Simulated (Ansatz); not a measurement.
Ir:
```yaml
crystal:
  lattice:
    - [-1.54389, 1.54389, 1.54389]
    - [1.54389, -1.54389, 1.54389]
    - [1.54389, 1.54389, -1.54389]
  atoms:
    - { symbol: Ir, position: [0.00000, 0.00000, 0.00000] }
```

Relaxed with r²SCAN.

### Question
Tabulate the valence density and the electron localisation function along the shortest Ir–Ir contact (2.67 Å), plane-wave PAW r²SCAN (Ansatz code).

### Answer


| distance from Ir (Å) | density (e/Å³) | ELF |
|---|---|---|
| 0.27 | 8.79 | 0.52 |
| 0.40 | 7.78 | 0.64 |
| 0.53 | 5.86 | 0.66 |
| 0.67 | 3.69 | 0.60 |
| 0.80 | 1.99 | 0.47 |
| 0.94 | 1.05 | 0.34 |
| 1.07 | 0.67 | 0.30 |
| 1.20 | 0.50 | 0.33 |
| 1.34 | 0.46 | 0.36 |
| 1.47 | 0.50 | 0.33 |
| 1.60 | 0.67 | 0.30 |
| 1.74 | 1.05 | 0.34 |
| 1.87 | 1.99 | 0.47 |
| 2.01 | 3.69 | 0.60 |
| 2.14 | 5.86 | 0.66 |
| 2.27 | 7.78 | 0.64 |
| 2.41 | 8.79 | 0.52 |

The density is the valence pseudo-density with augmentation charge, so density and ELF within about 1 Å of a nucleus are not all-electron values.

Space group Im-3m (bcc (W type)). The start of the workflow was typed in or built on a structure type; neither database checked (COD, Materials Project) lists it. It is not the phase usual at ambient conditions (space group No. 225). Symmetry was held in the r²SCAN relaxation. At this level the phase is mechanically unstable. The run is not spin-polarised. Spin–orbit coupling is left out wherever it is not named.

Potentials: the later of the program's two PAW sets.
